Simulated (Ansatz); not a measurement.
Theory: Ansatz 0.2.0, DFT PBE, scalar-relativistic, plane waves, PAW. The final run on the 3-atom cell used 420 eV, a Γ-centred 12×12×8 mesh, 0.10 eV smearing and no spin polarisation.

The zero of energy is the elements' standard structures at the same level; no fitted shifts are applied.

Question: Propose a candidate for a trigonal metal made of La and Os, with a formation energy near −0.06 eV/atom and about 34 Å³ per atom, in a cell of 3 atoms.

Answer: La2Os, space group P-3m1 (No. 164). La is surrounded by 3 Os at 2.86 Å, 3 La at 3.82 Å and 9 La at 4.26–4.35 Å; Os has 6 La at 2.86 Å.

```
La Os
1.0
     4.25610    0.00000    0.00000
    -2.12805    3.68589    0.00000
     0.00000    0.00000    6.51500
La Os
2 1
Direct
  0.33333 0.66667 0.22409
  0.66667 0.33333 0.77591
  0.00000 0.00000 0.00000
```

- Volume per atom: 34.07 Å³
- Density: 7.60 g/cm³
- Formation energy: −0.06 eV/atom
- Gap on the 12×12×8 mesh of the 3-atom cell: 0 eV (a metal)

The structure comes from a generated guess, relaxed at this level; another structure or a mixture of phases may lie lower. The answer needn't be unique; the calculation gave this one.

These runs have no spin–orbit coupling, which can matter for Os. A structure relaxed within its symmetry needn't be a true minimum.
